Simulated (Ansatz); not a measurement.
Values for one crystal, relaxed and computed with plane-wave PAW PBEsol (Ansatz code); other levels are named.

Volume per atom: 24.51 Å³
Electronic character: metallic (no gap)
Density of states at the Fermi level: 0.40 states/eV per atom (mean over ±0.08 eV)
Gap with spin–orbit coupling: none (metallic)
Formation energy from the elements (no fitted shifts): -0.036 eV/atom
Bulk modulus (Birch–Murnaghan fit): 41.7 GPa
Pressure derivative B′: 6.1

**Question.** Pick the material that matches.
(A) AlFe, CsCl type
(B) InHg, R-3m (In on 3b, Hg on 3a)
(C) Al2Au, fluorite or antifluorite type
(D) ScAl3, Cu3Au type

**Answer.** B, InHg, R-3m (In on 3b, Hg on 3a)

The workflow started from an entry of the Crystallography Open Database (COD). Its standing as an ambient phase is unchecked. Symmetry was held in the PBEsol relaxation; whether a distortion lowers the energy is not shown. The references are the lowest solids computed at this level, not always the standard phases. Scalar-relativistic: spin–orbit coupling is off unless named, which matters more the heavier the elements.

Potentials: the later of the program's two PAW sets.
